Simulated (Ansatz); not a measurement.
A geometry of MgS away from equilibrium: step 3 of the relaxation of a generated cell, MgS built in the AFLOW prototype AB_oP8_62_c_c (B16, as in GeS). Computed with r2SCAN (plane waves to 500 eV, PAW, scalar-relativistic; Ansatz, a first-principles code). Γ-centred k-mesh 3×9×8 on the run's cell, Fermi–Dirac smearing 0.05 eV. The plane waves were selected for a different cell earlier on the path.

```xyz
8
Lattice="10.4355 0.0000 0.0000 0.0000 3.7025 0.0000 0.0000 0.0000 3.9537" Properties=species:S:1:pos:R:3 pbc="T T T"
Mg     3.8795     0.9256     1.2487
Mg     9.0972     0.9256     0.7282
Mg     6.5560     2.7769     2.7050
Mg     1.3383     2.7769     3.2256
S      1.3683     0.9256     1.4156
S      6.5860     0.9256     0.5613
S      9.0672     2.7769     2.5382
S      3.8495     2.7769     3.3925
```

### Question
What forces act on the atoms (eV/Å)?

### Answer
```
atom     Fx    Fy     Fz
----  -----  ----  -----
Mg1    0.03  0.00  -0.11
Mg2    0.03  0.00   0.11
Mg3   -0.03  0.00   0.11
Mg4   -0.03  0.00  -0.11
S5    -0.35  0.00  -0.84
S6    -0.35  0.00   0.84
S7     0.35  0.00   0.84
S8     0.35  0.00  -0.84
```

The path ends in Fm-3m (No. 225) (rock salt type). No spin polarisation in the result.

The run could not lose the symmetry of its start; a randomly shaken copy of 4 atoms returns to this structure.
